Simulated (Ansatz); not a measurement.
### Question
Ge in space group Fd-3m (No. 227; Ge on 32e) is relaxed with DFT-PBE in the program Ansatz with PAW potentials. What lattice parameters of the conventional cell result?

### Answer
a = 12.916 Å.

### Question
Give the free coordinates with the occupied sites.

### Answer
In one choice of origin and axes:

```csv
atom,site,symmetry,x,y,z
Ge,32e,.3m,0.0716,0.0716,0.0716
```

### Question
Is it a metal or does it have a gap at this level?

### Answer
No gap at this level.

The start of the workflow was typed in or built on a structure type. Its sites differ from those of the usual phase in this space group: another stacking or structure type. Symmetry was held in the PBE relaxation; its stability against distortions is not shown here. The volume moved by 55 % from the start of the relaxation. Spin–orbit coupling is left out wherever it is not named.

Potentials: the later of the program's two PAW sets.
